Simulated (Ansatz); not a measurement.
Starting cell, Bi2Se3 (Bi2Te3 type, space group R-3m):

```yaml
crystal:
  lattice:
    - [2.07220, 1.19638, 9.48183]
    - [-2.07220, 1.19638, 9.48183]
    - [0.00000, -2.39277, 9.48183]
  atoms:
    - { symbol: Bi, position: [0.40088, 0.40088, 0.40088] }
    - { symbol: Bi, position: [0.59912, 0.59912, 0.59912] }
    - { symbol: Se, position: [0.00000, 0.00000, 0.00000] }
    - { symbol: Se, position: [0.21052, 0.21052, 0.21052] }
    - { symbol: Se, position: [0.78948, 0.78948, 0.78948] }
```

In each cell atom 3 (Se, nearest neighbour Bi at 3.069 Å; its periodic images, 4.1 Å or more away, move with it) moves by s·(0.000, -0.780, -0.626) (towards the nearest neighbour), the rest being held.

Computed with PBE-D3(BJ) (plane waves to 420 eV, PAW, scalar-relativistic; Ansatz, a program for electronic structure). k mesh 8×8×8 (Γ-centred), Fermi-Dirac smearing 0.05 eV. E stands for the smeared free energy. Compression counts positive. Bi2Se3 was relaxed with its symmetry unable to fall. Spin-orbit coupling is left out, though Bi is heavy. The PAW data are Ansatz's earlier set. ΔE is measured from the undisplaced structure.

### Question
Estimate the ΔE (eV/cell) and P (GPa) for s (Å) = -0.488, -0.244, -0.122, 0.122, 0.244, 0.488.

### Answer
```json
[
 {"s (Å)": "-0.488", "ΔE (eV/cell)": "0.601", "P (GPa)": "2.18"},
 {"s (Å)": "-0.244", "ΔE (eV/cell)": "0.126", "P (GPa)": "0.50"},
 {"s (Å)": "-0.122", "ΔE (eV/cell)": "0.030", "P (GPa)": "0.12"},
 {"s (Å)": "0.122", "ΔE (eV/cell)": "0.030", "P (GPa)": "0.12"},
 {"s (Å)": "0.244", "ΔE (eV/cell)": "0.126", "P (GPa)": "0.50"},
 {"s (Å)": "0.488", "ΔE (eV/cell)": "0.601", "P (GPa)": "2.18"}
]
```

(For displaced atoms, the force is minus the slope of the energy, and its curvature is a force constant, which sets phonon frequencies.)
